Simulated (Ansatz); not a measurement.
Ge5CN8 on the sites of β-Si3N4 (relaxed group Pm) at its r2SCAN geometry, run in the PAW code Ansatz at 3 levels of theory. All values are calculated for a non-magnetic cell, which may be hypothetical.

The PBE+SOC input:
```yaml
crystal:
  lattice:
    - [7.8668850604, 0.0, 0.0683710353]
    - [0.0, 3.0227091958, 0.0]
    - [-3.8745874299, 0.0, 6.5987670108]
  atoms:
    - { symbol: Ge, position: [0.5838905574, 0.5, 0.8332086093] }
    - { symbol: Ge, position: [0.8278334386, 0.0, 0.2416922924] }
    - { symbol: Ge, position: [0.7950577153, 0.0, 0.6203736094] }
    - { symbol: Ge, position: [0.2271399231, 0.5, 0.4033122828] }
    - { symbol: C, position: [0.1988532222, 0.5, 0.770476673] }
    - { symbol: Ge, position: [0.3992390401, 0.0, 0.15006992] }
    - { symbol: "N", position: [0.3139377238, 0.5, 0.6768797068] }
    - { symbol: "N", position: [0.6629280971, 0.0, 0.3406864632] }
    - { symbol: "N", position: [0.7203799426, 0.5, 0.6991405098] }
    - { symbol: "N", position: [0.6385744454, 0.0, 0.9772157924] }
    - { symbol: "N", position: [0.0599665147, 0.0, 0.6911711837] }
    - { symbol: "N", position: [0.9646389821, 0.5, 0.2764530931] }
    - { symbol: "N", position: [0.3069871123, 0.0, 0.3319673107] }
    - { symbol: "N", position: [0.3005732854, 0.5, -0.0126474467] }
kpoints:
  mp_grid: { grid: [4, 8, 4] }
  band_path:
    path:
      - [0.0, 0.0, 0.0]
      - [0.0, 0.5, 0.0]
      - [0.5, 0.5, 0.0]
      - [0.5, 0.0, 0.0]
      - [0.0, 0.0, 0.5]
      - [0.0, 0.5, 0.5]
      - [-0.5, 0.5, 0.5]
      - [-0.5, 0.0, 0.5]
      - [0.0, 0.145833, 0.0]
      - [0.0, 0.0, -0.002604]
    npoints: 1
hamiltonian:
  xc: pbe
scf:
  occupations: { method: fermi_dirac, width: 0.02 }
  n_extra_bands: 14
magnetization:
  noncollinear: true
  spin_orbit: true
output:
  forces: true
  stress: true
  eigenvalues: true
```

Main results, then, where recorded, the levels near the gap in eV from the Fermi energy (columns number the bands from 0), one row a point of the path (Γ, Z, D, B, A, E, C₂, Y₂, Γ–Z (0.29), (0, 0, -0.003)):
```
Crystal: 14 atoms, lattice volume = 157.715 Å³
Symmetry: 2 space group operations + 2 with time reversal
Magnetic group: BNS 6.19 (UNI 26)
```
```
Basis set: ecut = 420 eV, 3039 PW (Γ)
Bands: 128, of which v1, the nominal top of the filled ones, is band 114 counted from 1 (113 counted from 0)
k-points: 50 of 128 (time reversal used)
Free energy (F): -24794.552217 eV
Fermi energy:    9.968849 eV
--- Forces (eV/Å), atoms counted from 1 ---
  atom   1  Ge      0.05419      0.00000    -0.07380
  atom   2  Ge      0.07066      0.00000      0.17328
  atom   3  Ge      0.03153      0.00000      0.08074
  atom   4  Ge      0.07244      0.00000      0.02070
  atom   5  C     -0.10676      0.00000    -0.01160
  atom   6  Ge      0.07653      0.00000    -0.06095
  atom   7  N     -0.25774      0.00000      0.10068
  atom   8  N     -0.11732      0.00000      0.04033
  atom   9  N     -0.02588      0.00000      0.04380
  atom  10  N     -0.14937      0.00000      0.06810
  atom  11  N       0.26549      0.00000      0.04760
  atom  12  N       0.08009      0.00000    -0.12980
  atom  13  N       0.09777      0.00000      0.01424
  atom  14  N     -0.09164      0.00000    -0.31331
--- Stress (GPa, compression-positive) ---
        6.377812       0.000000      -0.032869
        0.000000       6.673017       0.000000
       -0.032868       0.000000       6.074807
  P = ⅓ Tr σ = 6.3752 GPa (63.752 kbar)
```

With PBE+SOC the valence top lies at Γ–Z (0.29 of the way from Γ) and the conduction bottom at Γ, 1.21 eV higher; the smallest vertical gap, at Γ, is 1.38 eV.

Q: Another run on the same cell gave
```
Basis set: ecut = 420 eV, 3039 PW (Γ)
Bands: 64, of which v1, the nominal top of the filled ones, is band 57 counted from 1 (56 counted from 0)
k-points: 16 of 24
hybrid outer 1: dexx = +5.893e-2 eV, tail = 2.49e-4 eV
hybrid outer 2: dexx = +2.695e-6 eV, tail = 7.80e-8 eV, Δε = 2.32e-3 eV, ΔF = 5.14e-3 eV/Å
Free energy (F): -24797.985572 eV
Fermi energy:    8.406563 eV
--- Forces (eV/Å), atoms counted from 1 ---
  atom   1  Ge    -0.09765      0.00000      0.01545
  atom   2  Ge    -0.01904      0.00000    -0.02972
  atom   3  Ge    -0.04914      0.00000    -0.06669
  atom   4  Ge    -0.00837      0.00000      0.04264
  atom   5  C     -0.18601      0.00000    -0.10404
  atom   6  Ge      0.00182      0.00000    -0.05327
  atom   7  N     -0.01765      0.00000      0.01621
  atom   8  N       0.02322      0.00000      0.00377
  atom   9  N       0.06789      0.00000    -0.01403
  atom  10  N       0.04200      0.00000    -0.01218
  atom  11  N       0.24548      0.00000      0.20581
  atom  12  N     -0.04145      0.00000      0.02302
  atom  13  N     -0.02432      0.00000    -0.01276
  atom  14  N       0.06323      0.00000    -0.01410
--- Stress (GPa, compression-positive) ---
       -1.315805       0.000000      -0.030885
        0.000000      -1.729213       0.000000
       -0.030886       0.000000      -1.155591
  P = ⅓ Tr σ = -1.4002 GPa (-14.002 kbar)
```
```tsv
band_52	band_53	band_54	band_55	band_56	band_57	band_58	band_59
-0.917	-0.794	-0.273	-0.243	-0.070	2.535	4.146	5.145
-1.687	-1.519	-1.485	-1.412	-0.893	4.990	5.166	5.925
-1.874	-1.465	-1.462	-1.250	-0.622	4.568	4.963	6.215
-1.479	-0.863	-0.570	-0.185	-0.072	3.055	4.958	5.216
-1.308	-1.245	-0.424	-0.246	-0.053	2.794	4.999	5.389
-1.830	-1.601	-1.332	-1.111	-0.644	4.782	5.142	6.401
-1.853	-1.376	-1.203	-1.100	-0.895	4.737	5.793	5.970
-1.458	-1.158	-0.311	-0.160	-0.137	2.889	4.837	5.312
-1.036	-0.930	-0.914	-0.761	0.009	3.816	4.888	5.910
-0.917	-0.794	-0.273	-0.243	-0.070	2.535	4.146	5.145
```
Which level of theory and mesh gave it?

A: It is HSE06, judged by the exchange loop and the size of the gap (a near hybrid could fit too), on 2×6×2; the blocks that differ from the first input, but for the band path:
```yaml
kpoints:
  mp_grid: { grid: [2, 6, 2] }
hamiltonian:
  xc: hse06
scf:
  occupations: { method: fixed }
  n_extra_bands: 7
```
(magnetization left out)
The HSE06 gap is indirect, 2.53 eV (Γ–Z (0.29 of the way from Γ) to Γ), below the direct gap of 2.60 eV at Γ. With the atoms held, the mean pressure is -1.4 GPa (compression positive). The stress of a hybrid is loosely converged here.

PBE0. Against the first input these blocks differ (the band path and keys that only write files left aside):
```yaml
kpoints:
  mp_grid: { grid: [2, 6, 2] }
hamiltonian:
  xc: pbe0
scf:
  occupations: { method: fixed }
  n_extra_bands: 7
```
(magnetization left out)

```
Basis set: ecut = 420 eV, 3039 PW (Γ)
Bands: 64, of which v1, the nominal top of the filled ones, is band 57 counted from 1 (56 counted from 0)
k-points: 16 of 24
Exchange kernel: α = 0.2500, full range, Wigner–Seitz truncation, v(0) = 8317.6827 eV·Å³, q-mesh 2×6×2
hybrid outer 1: dexx = +7.704e-2 eV, tail = 3.38e-4 eV
hybrid outer 2: dexx = +4.826e-6 eV, tail = 1.04e-7 eV, Δε = 4.87e-3 eV, ΔF = 4.10e-3 eV/Å
hybrid outer 3: dexx = +2.844e-9 eV, tail = 2.09e-9 eV, Δε = 7.78e-5 eV, ΔF = 1.30e-4 eV/Å
Free energy (F): -24798.593715 eV
Fermi energy:    8.014566 eV
--- Forces (eV/Å), atoms counted from 1 ---
  atom   1  Ge    -0.10294      0.00000      0.01668
  atom   2  Ge    -0.01736      0.00000    -0.03859
  atom   3  Ge    -0.05372      0.00000    -0.06776
  atom   4  Ge    -0.00881      0.00000      0.04585
  atom   5  C     -0.20345      0.00000    -0.11474
  atom   6  Ge    -0.00646      0.00000    -0.05357
  atom   7  N       0.00025      0.00000      0.00942
  atom   8  N       0.02682      0.00000      0.00206
  atom   9  N       0.07267      0.00000    -0.01775
  atom  10  N       0.04798      0.00000    -0.01499
  atom  11  N       0.24725      0.00000      0.21051
  atom  12  N     -0.04596      0.00000      0.02881
  atom  13  N     -0.02568      0.00000    -0.01219
  atom  14  N       0.06940      0.00000      0.00626
--- Stress (GPa, compression-positive) ---
       -1.450297       0.000000      -0.051526
        0.000000      -1.926037       0.000000
       -0.051526       0.000000      -1.284921
  P = ⅓ Tr σ = -1.5538 GPa (-15.538 kbar)
```
```tsv
band_52	band_53	band_54	band_55	band_56	band_57	band_58	band_59
-0.909	-0.790	-0.276	-0.237	-0.062	3.274	4.893	5.900
-1.695	-1.529	-1.491	-1.419	-0.904	5.746	5.923	6.682
-1.878	-1.473	-1.469	-1.256	-0.627	5.324	5.720	6.985
-1.480	-0.871	-0.569	-0.184	-0.060	3.808	5.717	5.970
-1.314	-1.243	-0.427	-0.242	-0.044	3.541	5.753	6.149
-1.842	-1.609	-1.334	-1.116	-0.649	5.536	5.900	7.169
-1.861	-1.383	-1.208	-1.102	-0.903	5.495	6.553	6.736
-1.463	-1.158	-0.311	-0.159	-0.126	3.636	5.595	6.068
-1.032	-0.926	-0.910	-0.764	0.009	4.571	5.643	6.674
-0.909	-0.791	-0.276	-0.237	-0.062	3.274	4.893	5.900
```

The PBE0 gap is indirect, 3.26 eV (Γ–Z (0.29 of the way from Γ) to Γ), below the direct gap of 3.34 eV at Γ. With the atoms held, the mean pressure is -1.6 GPa (compression positive). (The program warns that its thresholds are loose for a hybrid's stress.)

The hybrids run on coarser meshes, which limits their stresses and small splittings of levels.

Totals of different functionals, or with and without spin-orbit coupling, can't be compared.

Only the levels marked +SOC include spin-orbit coupling.
